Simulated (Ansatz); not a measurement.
## From a trial cell to the properties of Sn (beta)

**What was measured.** A measured cell of tetragonal Sn (space group I4_1/amd) at 298 K, from the Crystallography Open Database (2016, doi:10.1039/c6dt01074a), has a, c = 5.832, 3.182 Å and 27.06 Å³/atom.

Method: HSE06, scalar-relativistic; no spin polarisation; PAW, 420 eV, 8×8×8 k-mesh, Gaussian smearing of 0.05 eV; code Ansatz. The datasets are Ansatz's generated set soft_2.

The start, 0 % under the database's volume:

```
Sn
1.0
    -2.91590    2.91590    1.59095
     2.91590   -2.91590    1.59095
     2.91590    2.91590   -1.59095
Sn
2
Direct
  0.75000 0.25000 0.50000
  0.00000 0.00000 0.00000
```

The steps in volume:

```
run  level  k-mesh                                   kind  V (Å³/atom)  P (GPa)  E − E(final) (meV/atom)  gap on the mesh (eV)
  1    PBE   8×8×8                 cell and atoms relaxed        28.52     -0.1                        –                 metal
  2  HSE06   8×8×8                             fixed cell        28.52     -2.0                      8.4                 metal
  3  HSE06   8×8×8  shape and atoms relaxed, volume fixed        28.13     -1.3                      2.9                 metal
  4  HSE06   8×8×8  shape and atoms relaxed, volume fixed        27.49     -0.1                      0.0                 metal
```

The volume is at zero pressure for this level.

The final structure (symmetry read at 0.01 Å). The structure is tetragonal, space group I4_1/amd (No. 141). The conventional cell has a = 5.789 Å, b = 5.789 Å, c = 3.280 Å, α = 90.00°, β = 90.00°, γ = 90.00°. Sn (site symmetry -4m2) has 6 Sn at 3.01 to 3.28 Å as nearest neighbours. (Shells end 15 % past the nearest neighbour.)

At the final geometry the gap, band path included, is zero (metallic). The runs in the table took roughly 50 core-minutes.

**Against experiment.** HSE06 gives 5.789, 3.280 Å and 27.49 Å³/atom, +1.6 % in volume (+0.5 % in length) from the database's cell. The axes miss by −0.7 %, +3.1 %, so errors cancel in the volume. The static lattice lacks zero-point motion and thermal expansion, so this level's own overestimate is larger than the figure.

Pressures of hybrids are less tightly converged. For a metal under a hybrid functional this mesh is coarse.
